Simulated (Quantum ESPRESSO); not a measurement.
# Ta3AlRu2W2: finding a planted mistake in a log

A calculation, not a measurement. The program is pw.x of Quantum ESPRESSO 7.5 (plane-wave density functional theory). The cell is made up: eight metal atoms on a hexagonal close-packed lattice, with elements, volume, strain and displacements drawn at random and not relaxed, so it may be unstable or far from any real phase. PseudoDojo standard norm-conserving files set the functional (PBE unless stated); there is no spin polarisation or spin-orbit coupling, the Fermi-Dirac width of 0.25 eV means electrons at about 2900 K, and the masses in the input are unused placeholders. Heavy elements are run without spin-orbit coupling, which real alloys of them have. A spin test at this wide smearing found no moment, but such smearing suppresses magnetism that the real alloy may have.

Intended input:

```
&control calculation='scf', pseudo_dir='./dojo.nc.sr.pbe.v0_5.standard.upf', outdir='./o', disk_io='medium', tprnfor=.true., tstress=.true. /
&system ibrav=0, nat=8, ntyp=4, nbnd=68, ecutwfc=84.00895049, nosym=.true., tot_charge=0,
 occupations='smearing', smearing='fd', degauss=0.0183746611
/
&electrons conv_thr=1.470e-08, electron_maxstep=70, mixing_beta=0.5 /
ATOMIC_SPECIES
Al 1.0 Al.upf
Ru 1.0 Ru.upf
Ta 1.0 Ta.upf
W 1.0 W.upf
CELL_PARAMETERS angstrom
-0.0593 5.0263 -0.0318
3.0279 -0.0635 4.6325
2.9184 -0.005 -4.5639
ATOMIC_POSITIONS angstrom
Ta 0.0653 0.0032 0.001
Ta 2.9368 -0.053 0.0316
Al 2.9401 1.6969 -2.245
Ru 2.9822 1.6547 2.2702
Ta 1.4211 2.4811 0.0146
W 4.424 2.383 0.0214
W 1.417 4.1749 -2.341
Ru 1.4625 4.1278 2.2545
K_POINTS automatic
5 5 5 1 1 1
```

The log is shortened where brackets say so; the opening notice, blank lines, dates and the lines on written files are dropped, and the path of the files is cut. It prints rydbergs, bohrs and kilobars, and counts compression as positive stress. Its total energy is the free energy E - TS of the whole cell.

Log of the intended run:

```
     Program PWSCF v.7.5
     Parallel version (MPI & OpenMP), running on       1 processor cores
     Number of MPI processes:                 1
     Threads/MPI process:                     1
     [start-up lines left out]
     bravais-lattice index     =            0
     lattice parameter (alat)  =       9.4992  a.u.
     unit-cell volume          =     927.1377 (a.u.)^3
     number of atoms/cell      =            8
     number of atomic types    =            4
     number of electrons       =       102.00
     number of Kohn-Sham states=           68
     kinetic-energy cutoff     =      84.0090  Ry
     charge density cutoff     =     336.0358  Ry
     scf convergence threshold =      1.5E-08
     mixing beta               =       0.5000
     number of iterations used =            8  plain     mixing
     Exchange-correlation= PBE
                           (   1   4   3   4   0   0   0)
     [axes and pseudopotential details left out]
   Cartesian axes
     site n.     atom                  positions (alat units)
         1        Ta     tau(   1) = (   0.0129905   0.0006366   0.0001989  )
         2        Ta     tau(   2) = (   0.5842343  -0.0105436   0.0062864  )
         3        Al     tau(   3) = (   0.5848908   0.3375740  -0.4466106  )
         4        Ru     tau(   4) = (   0.5932660   0.3291789   0.4516238  )
         5        Ta     tau(   5) = (   0.2827075   0.4935793   0.0029045  )
         6        W      tau(   6) = (   0.8800914   0.4740637   0.0042572  )
         7        W      tau(   7) = (   0.2818919   0.8305366  -0.4657084  )
         8        Ru     tau(   8) = (   0.2909434   0.8211667   0.4485005  )
     number of k points=    63  Fermi-Dirac smearing, width (Ry)=  0.0184
                       cart. coord. in units 2pi/alat
        k(    1) = (   0.1702626   0.1020090  -0.0013784), wk =   0.0320000
        k(    2) = (   0.3406336   0.1033146  -0.1127186), wk =   0.0320000
     [further k points left out]
     Dense  grid:    96463 G-vectors     FFT dimensions: (  60,  64,  60)
     Estimated max dynamical RAM per process >     181.86 MB
     Initial potential from superposition of free atoms
     starting charge     101.9922, renormalised to     102.0000
     Starting wfcs are   74 randomized atomic wfcs
     total cpu time spent up to now is       32.1 secs
     per-process dynamical memory:   107.6 Mb
     Self-consistent Calculation
     iteration #  1     ecut=    84.01 Ry     beta= 0.50
     Davidson diagonalization with overlap
     ethr =  1.00E-02,  avg # of iterations =  2.6
     total cpu time spent up to now is      123.3 secs
     total energy              =   -1101.71524434 Ry
     estimated scf accuracy    <       2.15095250 Ry
     iteration #  2     ecut=    84.01 Ry     beta= 0.50
     Davidson diagonalization with overlap
     ethr =  2.11E-03,  avg # of iterations =  3.1
     total cpu time spent up to now is      218.7 secs
     total energy              =   -1101.89334473 Ry
     estimated scf accuracy    <      15.79312691 Ry
     [iterations 3 to 16 left out]
     iteration # 17     ecut=    84.01 Ry     beta= 0.50
     Davidson diagonalization with overlap
     ethr =  8.53E-11,  avg # of iterations =  2.0
     total cpu time spent up to now is     1449.2 secs
     total energy              =   -1102.95756584 Ry
     estimated scf accuracy    <       0.00000016 Ry
     iteration # 18     ecut=    84.01 Ry     beta= 0.50
     Davidson diagonalization with overlap
     ethr =  8.53E-11,  avg # of iterations =  1.0
     total cpu time spent up to now is     1527.0 secs
     End of self-consistent calculation
     [lines on levels left out]
!    total energy              =   -1102.95756585 Ry
     estimated scf accuracy    <          4.1E-09 Ry
     smearing contrib. (-TS)   =      -0.14050831 Ry
     internal energy E=F+TS    =   -1102.81705755 Ry
     The total energy is F=E-TS. E is the sum of the following terms:
     one-electron contribution =    -255.23449291 Ry
     hartree contribution      =     178.01625774 Ry
     xc contribution           =    -225.14384008 Ry
     ewald contribution        =    -800.45498229 Ry
     convergence has been achieved in  18 iterations
     Forces acting on atoms (cartesian axes, Ry/au):
     atom    1 type  3   force =    -0.04668424   -0.01853553   -0.02158236
     atom    2 type  3   force =     0.03924135   -0.01237670    0.00924205
     atom    3 type  1   force =     0.00285554   -0.00513495   -0.00544755
     atom    4 type  2   force =     0.00576929    0.00502911    0.00740366
     atom    5 type  3   force =     0.01326102    0.01204746   -0.00102817
     atom    6 type  4   force =     0.00997443    0.02311866    0.00391112
     atom    7 type  4   force =    -0.02233804    0.00006558   -0.01028445
     atom    8 type  2   force =    -0.00207935   -0.00421362    0.01778570
     Total force =     0.082821     Total SCF correction =     0.000288
     Computing stress (Cartesian axis) and pressure
          total   stress  (Ry/bohr**3)                   (kbar)     P=      -83.93
  -0.00074827   0.00005694  -0.00007977         -110.07        8.38      -11.73
   0.00005694  -0.00060965  -0.00002799            8.38      -89.68       -4.12
  -0.00007977  -0.00002799  -0.00035378          -11.73       -4.12      -52.04
     init_run     :     29.15s CPU     31.93s WALL (       1 calls)
     electrons    :   1407.12s CPU   1494.88s WALL (       1 calls)
     forces       :     14.00s CPU     14.14s WALL (       1 calls)
     stress       :     47.49s CPU     49.20s WALL (       1 calls)
     [timing details left out]
     PWSCF        :  24m58.19s CPU  26m33.49s WALL
     JOB DONE.
```

A second run was made from an input with one planted mistake. Its log:

```
     Program PWSCF v.7.5
     Parallel version (MPI & OpenMP), running on       1 processor cores
     Number of MPI processes:                 1
     Threads/MPI process:                     1
     [start-up lines left out]
     bravais-lattice index     =            0
     lattice parameter (alat)  =       9.4992  a.u.
     unit-cell volume          =     927.1377 (a.u.)^3
     number of atoms/cell      =            8
     number of atomic types    =            4
     number of electrons       =       102.00
     number of Kohn-Sham states=           68
     kinetic-energy cutoff     =      84.0090  Ry
     charge density cutoff     =     336.0358  Ry
     scf convergence threshold =      1.5E-08
     mixing beta               =       0.5000
     number of iterations used =            8  plain     mixing
     Exchange-correlation= SLA  PW   NOGX NOGC
                           (   1   4   0   0   0   0   0)
     [axes and pseudopotential details left out]
   Cartesian axes
     site n.     atom                  positions (alat units)
         1        Ta     tau(   1) = (   0.0129905   0.0006366   0.0001989  )
         2        Ta     tau(   2) = (   0.5842343  -0.0105436   0.0062864  )
         3        Al     tau(   3) = (   0.5848908   0.3375740  -0.4466106  )
         4        Ru     tau(   4) = (   0.5932660   0.3291789   0.4516238  )
         5        Ta     tau(   5) = (   0.2827075   0.4935793   0.0029045  )
         6        W      tau(   6) = (   0.8800914   0.4740637   0.0042572  )
         7        W      tau(   7) = (   0.2818919   0.8305366  -0.4657084  )
         8        Ru     tau(   8) = (   0.2909434   0.8211667   0.4485005  )
     number of k points=    63  Fermi-Dirac smearing, width (Ry)=  0.0184
                       cart. coord. in units 2pi/alat
        k(    1) = (   0.1702626   0.1020090  -0.0013784), wk =   0.0320000
        k(    2) = (   0.3406336   0.1033146  -0.1127186), wk =   0.0320000
     [further k points left out]
     Dense  grid:    96463 G-vectors     FFT dimensions: (  60,  64,  60)
     Estimated max dynamical RAM per process >     181.86 MB
     Initial potential from superposition of free atoms
     starting charge     101.9936, renormalised to     102.0000
     Starting wfcs are   74 randomized atomic wfcs
     total cpu time spent up to now is       37.9 secs
     per-process dynamical memory:   107.6 Mb
     Self-consistent Calculation
     iteration #  1     ecut=    84.01 Ry     beta= 0.50
     Davidson diagonalization with overlap
     ethr =  1.00E-02,  avg # of iterations =  2.6
     total cpu time spent up to now is      144.0 secs
     total energy              =   -1102.62136686 Ry
     estimated scf accuracy    <       2.11095999 Ry
     iteration #  2     ecut=    84.01 Ry     beta= 0.50
     Davidson diagonalization with overlap
     ethr =  2.07E-03,  avg # of iterations =  3.1
     total cpu time spent up to now is      263.9 secs
     total energy              =   -1102.77350545 Ry
     estimated scf accuracy    <      15.73710131 Ry
     [iterations 3 to 16 left out]
     iteration # 17     ecut=    84.01 Ry     beta= 0.50
     Davidson diagonalization with overlap
     ethr =  9.36E-11,  avg # of iterations =  1.8
     total cpu time spent up to now is     1834.6 secs
     total energy              =   -1103.83999760 Ry
     estimated scf accuracy    <       0.00000008 Ry
     iteration # 18     ecut=    84.01 Ry     beta= 0.50
     Davidson diagonalization with overlap
     ethr =  7.46E-11,  avg # of iterations =  1.0
     total cpu time spent up to now is     1932.8 secs
     End of self-consistent calculation
     [lines on levels left out]
!    total energy              =   -1103.83999760 Ry
     estimated scf accuracy    <          6.9E-09 Ry
     smearing contrib. (-TS)   =      -0.14087549 Ry
     internal energy E=F+TS    =   -1103.69912212 Ry
     The total energy is F=E-TS. E is the sum of the following terms:
     one-electron contribution =    -257.63664340 Ry
     hartree contribution      =     178.14941574 Ry
     xc contribution           =    -223.75691216 Ry
     ewald contribution        =    -800.45498229 Ry
     convergence has been achieved in  18 iterations
     Forces acting on atoms (cartesian axes, Ry/au):
     atom    1 type  3   force =    -0.04135923   -0.01872617   -0.02287239
     atom    2 type  3   force =     0.03456996   -0.01277797    0.01371893
     atom    3 type  1   force =     0.00383051   -0.00388570   -0.00495299
     atom    4 type  2   force =     0.00638905    0.00665402    0.00471083
     atom    5 type  3   force =     0.01193613    0.01426890    0.00033785
     atom    6 type  4   force =     0.00893115    0.02228067    0.00559697
     atom    7 type  4   force =    -0.02496010   -0.00139206   -0.00969811
     atom    8 type  2   force =     0.00066253   -0.00642169    0.01315891
     Total force =     0.078614     Total SCF correction =     0.000349
     Computing stress (Cartesian axis) and pressure
          total   stress  (Ry/bohr**3)                   (kbar)     P=     -200.48
  -0.00151515   0.00004075  -0.00007157         -222.89        5.99      -10.53
   0.00004075  -0.00139438  -0.00003063            5.99     -205.12       -4.51
  -0.00007157  -0.00003063  -0.00117897          -10.53       -4.51     -173.43
     init_run     :     35.67s CPU     37.67s WALL (       1 calls)
     electrons    :   1800.20s CPU   1894.95s WALL (       1 calls)
     forces       :     24.47s CPU     24.91s WALL (       1 calls)
     stress       :     92.22s CPU     95.13s WALL (       1 calls)
     [timing details left out]
     PWSCF        :  32m33.53s CPU  34m17.12s WALL
     JOB DONE.
```

Question: the log repeats what the program read. Compare it with the intended run: what was wrong in the second input?

Answer: the files are those of another functional. The input lines that differ:

```
- &control calculation='scf', pseudo_dir='./dojo.nc.sr.pbe.v0_5.standard.upf', outdir='./o', disk_io='medium', tprnfor=.true., tstress=.true. /
+ &control calculation='scf', pseudo_dir='./dojo.nc.sr.lda.v0_4_1.standard.upf', outdir='./o', disk_io='medium', tprnfor=.true., tstress=.true. /
```

```
                                            intended run  run with the mistake
                          free energy (eV)    -15006.502            -15018.508
         entropy term -TS, part of it (eV)        -1.912                -1.917
                            pressure (GPa)         -8.39                -20.05
size of the largest force component (eV/Å)         1.200                 1.063
largest change of a force component (eV/Å)                               0.137
                                iterations            18                    18
```

For scale, a rerun of the intended cell at a higher cutoff and on a denser mesh moved values by no more than 0.005 eV in energy, 0.02 GPa in stress and 0.003 eV/Å in force, and a second program with other atomic files agreed on that cell to 2 % rms in force and 0.5 GPa in pressure. Files of another functional or element have another zero of energy, so the energy change says nothing on stability.